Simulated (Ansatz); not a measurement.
Here is the system:

SiSn:
```cif
data_SiSn
_chemical_formula_sum 'Sn1 Si1'
_space_group_name_H-M_alt 'P 1'
_space_group_IT_number 1
_cell_length_a 3.44392
_cell_length_b 3.44392
_cell_length_c 3.44392
_cell_angle_alpha 90.000
_cell_angle_beta 90.000
_cell_angle_gamma 90.000
loop_
_space_group_symop_operation_xyz
  'x, y, z'
loop_
_atom_site_label
_atom_site_type_symbol
_atom_site_fract_x
_atom_site_fract_y
_atom_site_fract_z
_atom_site_occupancy
Sn1 Sn 0.00000 0.00000 0.00000 1
Si1 Si 0.50000 0.50000 0.50000 1
```

This is the PBEsol-relaxed structure.

Problem. All from plane-wave PAW PBEsol (Ansatz code), unless another level is named. Predict the highest zone-centre frequency.

Solution. 152 cm⁻¹.

Problem. And the bulk modulus (Birch–Murnaghan fit)?

Solution. 72.3 GPa.

Space group Pm-3m (CsCl type). A made-up cell: these elements were put on the sites of a structure type; neither database checked (COD, Materials Project) lists it. Its standing as an ambient phase is unchecked. Symmetry was held in the PBEsol relaxation. At this level the phase is mechanically unstable. As this level gives no gap, phonon frequencies hold no LO–TO term and depend on the k-mesh and smearing (Fermi–Dirac, 0.1 eV here). Spin–orbit coupling is left out wherever it is not named.

Potentials: the later of the program's two PAW sets.
